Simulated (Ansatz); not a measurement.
# Two states of ScCoS₂

```
CELL_PARAMETERS angstrom
4.28093 0.00000 0.00000
0.00000 8.36622 0.00000
-0.03211 0.00000 4.27801
ATOMIC_POSITIONS crystal
Sc 0.75000 0.19760 0.75000
Sc 0.25000 0.80240 0.25000
Co 0.75000 0.59380 0.75000
Co 0.25000 0.40620 0.25000
S 0.75000 0.84900 0.75000
S 0.25000 0.15100 0.25000
S 0.75000 0.50000 0.25000
S 0.25000 0.50000 0.75000
```

The numbers come from plane-wave PAW DFT (Ansatz): LDA, with U_eff = 5.28 eV on Co d, V = 1.46 eV between Co d and S p within 2.562 Å (all-electron-ortho-atomic projectors), 420 eV, 4×2×4 Γ-centred k points, fermi-dirac occupations (width 0.1 eV). Nothing was relaxed. The cell carries a charge of -2 e on a uniform background.

State A: Co3 up, Co4 up (collinear spin). State B: Co3 up, Co4 down (collinear spin).

**Question.** Compare the two self-consistent states.

**Answer.** State A is lower by 19.5 meV an atom at zero smearing; in free energy at this smearing B lies +15.7 meV an atom from A.

```
state  free energy (meV/atom)  largest moment in a small sphere (μB)  net moment (μB/cell)  gap on mesh (eV)  pressure (GPa)  largest force (eV/Å)
    A                     0.0                                   1.14                  1.75             metal             n/a                  1.88
    B                    15.7                                   1.20                  0.00             metal             n/a                  1.90
```

Origin: a known structure type with other elements, at an estimated volume, so it need not be a known compound. Caveats: another magnetic order, which this cell may not hold, can open a gap; the k mesh is coarse if the cell is a metal; atoms or cell far from equilibrium; charged cell with a uniform background.
